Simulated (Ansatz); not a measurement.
Computed with Ansatz 0.2.0, DFT, PBEsol, plane waves (420 eV) with PAW, scalar-relativistic. The PAW files were generated under PBE, with cores re-solved for the functional.

An element in the dhcp structure gives this curve. The cell is scaled uniformly from the relaxed one, with fractional coordinates and shape fixed. Energies are extrapolated to zero smearing, pressures are those at the given smearing. Magnetic state: spin not included.

```
V (Å³/atom)  E − E₀ (meV/atom)  P (GPa)
     12.398               77.6    16.68
     12.962               31.4     9.94
     13.525                6.7     4.39
     14.089                0.0    -0.19
     14.652                8.0    -3.95
     15.216               28.0    -7.04
     15.779               57.7    -9.58
```

(1) Which element is it?
A. vanadium
B. ruthenium
C. phosphorus
D. aluminium

Answers

(1) C. Its fit is V₀ = 14.05 Å³/atom, B₀ = 105 GPa, B₀′ = 3.9.
